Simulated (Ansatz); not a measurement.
The elements of this relaxed trial crystal are hidden behind letters.

```
lattice vectors (Å)
   3.2150    0.0000    0.0000
   0.0000    3.2150    0.0000
   0.0000    0.0000    8.0414
fractional positions
X 0.0000 0.5000 0.6746
X 0.5000 0.0000 0.3254
Z 0.0000 0.0000 0.0000
Q 0.0000 0.5000 0.3911
Q 0.5000 0.0000 0.6089
Q 0.5000 0.5000 0.0000
```

Level of theory: DFT PBE, scalar-relativistic, plane waves, PAW in Ansatz 0.2.0. Cutoff 420 eV, Γ-centred 12×12×6 mesh (6-atom cell), Gaussian smearing of 0.10 eV, no spin polarisation.

| Item | Value |
| --- | --- |
| Space group | P-4m2 (No. 115) |
| Conventional cell | a = 3.215 Å, c = 8.041 Å |
| Volume per atom | 13.85 Å³ |
| Density | 7.00 g/cm³ |
| Energy over the elements | −0.79 eV/atom |
| Gap on the 12×12×6 mesh of the 6-atom cell | 0 eV (the bands overlap slightly) |

Energies are uncorrected and count from the elements' standard states at the same level.

Question: X is a p-block element of period 5, Z is a p-block element of period 4 and Q is a p-block element of period 2. Which elements are they?

Answer: X = In, Z = Ge, Q = O, so the formula is In2GeO3. Density times volume gives a mean mass of 7.00 × 13.85/1.6605 = 58.4 u per atom, and this set has 58.4 u. Around In lie 5 O at 2.28–2.33 Å; Ge is surrounded by 4 O at 2.27 Å; around O on a site of symmetry 2mm lie 5 In at 2.28–2.33 Å; 1 more site not described. Other sets within the hints have nearly the same mass, so mass alone doesn't settle it; this one was computed.

The zero gap may come from the functional, which often closes small gaps, or the cell may be a true semimetal. Symmetry constrained the relaxation, so the result can be a saddle point. Another cell of In2GeO3 relaxed alike, in P-3m1, lies 132 meV/atom lower, so this cell isn't the stable form at this level.
